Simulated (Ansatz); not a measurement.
A plane-wave DFT run in Ansatz 0.2.0 (scalar-relativistic PAW potentials unless the input names others): input and command.

```yaml
crystal:
  lattice:
    - [3.7313217401, 0.0, 0.0]
    - [-1.86566087, 3.2314194166, 0.0]
    - [0.0, 0.0, 12.7790783993]
  atoms:
    - { symbol: Zn, position: [0.0, 0.0, 5.03469e-05] }
    - { symbol: Zn, position: [0.0, 0.0, 0.5000503469] }
    - { symbol: Zn, position: [0.3333333333, 0.6666666667, 0.2500245137] }
    - { symbol: Zn, position: [0.6666666667, 0.3333333333, 0.7500245137] }
    - { symbol: S, position: [0.0, 0.0, 0.1872896978] }
    - { symbol: S, position: [0.0, 0.0, 0.6872896978] }
    - { symbol: S, position: [0.3333333333, 0.6666666667, 0.4376354415] }
    - { symbol: S, position: [0.6666666667, 0.3333333333, 0.9376354415] }
basis:
  ecutwfc: 420
kpoints:
  mp_grid: { grid: [12, 12, 2] }
hamiltonian:
  xc: pbe
scf:
  occupations: { method: gaussian, width: 0.05 }
  mixing_beta: 0.3
  max_iter: 80
output:
  forces: true
  eigenvalues: true
  stress: true
```

```bash
ansatz run input.yaml --threads 2 --pin off --max-ram 5120MiB --backend cpu --events-out ev --progress --plain --runs-dir out
```

**Question.** Will this input run?

**Answer.** The program refuses it, because of a keyword of another program (scf.mixing_beta: not typed → 0.3). Without that key it is accepted.

Abridged log:
```
Error: YAML parse error: error: line 23 column 3: unknown field `mixing_beta`, expected one of max_iter, algorithm, n_extra_bands, self_checks, convergence, lower_state_search, omitted_lower_state_checks, lower_solution_reach, mixing, occupations, eigensolver, initial_density, exx
  --> <input>:23:3
   |
21 | scf:
22 |   occupations: { method: gaussian, width: 0.05 }
23 |   mixing_beta: 0.3
   |   ^ unknown field `mixing_beta`, expected one of max_iter, algorithm, n_extra_bands, self_checks, convergence, lower_state_search, omitted_lower_state_checks, lower_solution_reach, mixing, occupations, eigensolver, initial_density, exx
24 |   max_iter: 80
25 | output:
   |
```